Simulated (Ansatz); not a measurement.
This is a single-point calculation with the plane-wave code Ansatz on a free-standing Janus 2H monolayer of WSSe; the level of theory is HSE06. The cell was relaxed with r2SCAN and then strained (in-plane biaxial -1.0 %), with the atoms relaxed again with r2SCAN; k points keep the names of the unstrained zone.

```yaml
crystal:
  lattice:
    - [3.2142494793, 0.0, 0.0]
    - [-1.6071247397, 2.7836217032, 0.0]
    - [0.0, 0.0, 31.03517308]
  atoms:
    - { symbol: W, position: [0.3333333333, 0.6666666667, 0.2918124978] }
    - { symbol: S, position: [0.6666666667, 0.3333333333, 0.3413345283] }
    - { symbol: Se, position: [0.6666666667, 0.3333333333, 0.2368336223] }
  periodic: [true, true, false]
kpoints:
  mp_grid: { grid: [6, 6, 1] }
  band_path:
    path: [[0.0, 0.0, 0.0], [0.5, 0.0, 0.0], [0.3333333333, 0.3333333333, 0.0]]
    npoints: 1
hamiltonian:
  xc: hse06
scf:
  occupations: { method: fixed }
  n_extra_bands: 4
output:
  forces: true
  stress: true
  eigenvalues: true
```

In the abridged output below, numbers in square brackets stand for lines, or ends of lines, that were taken out.
```
Functional definition: HSE06
Crystal: 3 atoms, lattice volume = 277.680 Å³
Basis set: ecut = 420 eV, 5503 PW (Γ)
Bands: 22, of which v1, the nominal top of the filled ones, is band 18 counted from 1 (17 counted from 0)
Symmetry: 6 space group operations
Space group: P3m1 (ITA 156)
[1]
[warm-up without exact exchange]
SCF 1 stopped early in 5 iterations: F = -16757.994833 eV  dr2 = 2.25e-4
[exact exchange on]
Exchange kernel: α = 0.2500, screened, ω = 0.2079 Å⁻¹, Wigner–Seitz truncation, v(0) = 1044.7172 eV·Å³, q-mesh 6×6×1
preconditioner: auto → none  [insulator: Δε(μ)=2.338 eV  ℏωp=9.5 eV]
SCF 2 stopped early in 7 iterations: F = -16761.010173 eV  dr2 = 2.14e-6
hybrid outer 1: dexx = +8.542e-3 eV, tail = 5.67e-5 eV
SCF 3 converged in 6 iterations: F = -16761.010293 eV  dr2 = 1.05e-10
hybrid outer 2: dexx = +4.247e-7 eV, tail = 1.71e-8 eV, Δε = 3.00e-3 eV, ΔF = 1.43e-2 eV/Å
SCF 4 converged in 3 iterations: F = -16761.010294 eV  dr2 = 5.94e-11
hybrid outer 3: dexx = +2.048e-10 eV, tail = 1.31e-10 eV, Δε = 4.82e-5 eV, ΔF = 1.59e-4 eV/Å
hybrid SCF converged: 3 outer / 16 inner (+5 warm-up)
Free energy (F): -16761.010294 eV
Fermi energy:    -5.798391 eV
--- Per-component energies (eV) ---
  E_band       = -1230.228253
  E_kinetic    = 675.574213
  E_local      = -85375.953466
  E_nonlocal   = -566.248170
  E_hartree    = 42228.247804
  E_xc         = -374.724193
  E_vxc        = -339.352354
  E_exx        = -120.326945
  E_paw        = -11048.468647
  E_vpaw       = 159.910435
  E_ewald      = 37824.976940
  E_core_change = -4.087167
--- Forces (eV/Å), atoms counted from 1 ---
[2]
--- 2D stress c σ (N/m, compression-positive) ---
       -0.006561       0.000000       0.000000
        0.000000      -0.006561       0.000000
        0.000000       0.000000       0.000000
  P = ½ c Tr σ = -0.0066 N/m
```

Q: Give the withheld lines. They hold the forces, the count of irreducible k points.

A:
```
[1]
k-points: 7 of 36 (time reversal used)
[2]
  atom   1  W       0.00000      0.00000    -0.02166
  atom   2  S       0.00000      0.00000    -0.18139
  atom   3  Se      0.00000      0.00000      0.20304
```

The HSE06 gap is direct at K: 2.31 eV. Edges are sought over the mesh and the listed points. The mean stress, 0.0 N/m, is small, and the program warns that its thresholds are loose for a hybrid's stress. The largest force is 0.20 eV/Å.

Command: `ansatz run input.yaml --threads 4 --pin off --max-ram 5529MiB --backend cpu --events-out ev --progress --plain --runs-dir out`. Wall time 3 min on 4 threads of Intel(R) Xeon(R) Processor @ 2.50GHz (Skylake/Cascade Lake), on a shared host; peak host memory 3.3 GiB.

Values at 0 K without nuclear motion; spin polarisation is off, and the phase may be a hypothetical one.

No spin-orbit coupling is included; it can move band edges with weight on the heavy atoms by tenths of an eV.

The meshes of the hybrids are coarse, so their gaps aren't converged to the digits shown.
